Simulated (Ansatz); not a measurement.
Here is the system:

ScAl2:
```xyz
6
Lattice="0.0000 3.7259 3.7259 3.7259 0.0000 3.7259 3.7259 3.7259 0.0000" Properties=species:S:1:pos:R:3 pbc="T T T"
Sc     0.0000     0.0000     0.0000
Sc     1.8630     1.8630     1.8630
Al     4.6574     4.6574     4.6574
Al     4.6574     2.7945     2.7945
Al     2.7945     2.7945     4.6574
Al     2.7945     4.6574     2.7945
```

This is the LDA-relaxed structure.

### Question
All from plane-wave PAW LDA (Ansatz code), unless another level is named. Give the formation energy from the elements (no fitted shifts).

### Answer
-0.51 eV/atom.

### Question
What about the density of states at the Fermi level?

### Answer
0.62 states/eV per atom (mean over ±0.08 eV).

Space group Fd-3m (cubic Laves (MgCu2 type)). The workflow started from a Materials Project entry (that database holds measured and hypothetical structures alike); the Crystallography Open Database copy checked does not list it. Whether it is the stable phase at ambient conditions was not checked. The cell was relaxed with LDA under the symmetry of its start; of distortions, only those at the zone centre were tested. The run is not spin-polarised. The references are the lowest solids computed at this level, not always the standard phases.

Potentials: the later of the program's two PAW sets.
